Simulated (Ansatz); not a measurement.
A geometry of CdAu away from equilibrium: the start of the relaxation of a relaxed CdAu cell, doubled along one cell vector, shaken by Gaussian noise of σ = 0.08 Å a coordinate. The numbers are results of PBE (plane waves to 420 eV, PAW, scalar-relativistic; Ansatz, a quantum-chemistry and plane-wave program), not measurements. Γ-centred k-mesh 7×4×6 on the run's cell (coarser than for final values), Fermi–Dirac smearing 0.05 eV.

```xyz
8
Lattice="2.6749 -4.7944 0.0000 5.3497 9.5888 0.0000 0.0000 0.0000 5.6869" Properties=species:S:1:pos:R:3 pbc="T T T"
Au     1.2398     2.4830     0.0976
Au     3.9589     7.3717    -0.0545
Au     1.3847    -2.2685     0.0732
Au     4.0232     2.3200     0.0030
Cd     2.7724     0.0254     0.0336
Cd     5.2904     4.6521    -0.1282
Cd     2.5850    -0.1181     2.8314
Cd     5.2991     4.6646     2.8108
```

Problem. Give the Cartesian forces on all atoms (eV/Å).

Solution. 
```csv
atom,Fx,Fy,Fz
Au1,1.95,-0.96,0.02
Au2,2.09,-2.01,0.12
Au3,-1.98,-0.57,-0.04
Au4,-0.74,0.04,0.07
Cd5,-0.56,0.66,-0.26
Cd6,-0.74,2.95,0.34
Cd7,-0.03,-0.09,0.23
Cd8,0.01,-0.02,-0.48
```

Problem. What is the pressure?

Solution. +1.5 GPa, compression positive.

Problem. How much energy per atom can still be gained by relaxing?

Solution. 0.30 eV/atom; the path ends in Cm (No. 8) at a tolerance of 0.01 Å, Amm2 (No. 38) at 0.1 Å.

No spin polarisation in the result.

The end of the path is a generated cell of CdAu: the first start was made by a random draw of sites in a space group, and the end was not matched to a known phase here, so it may be hypothetical.
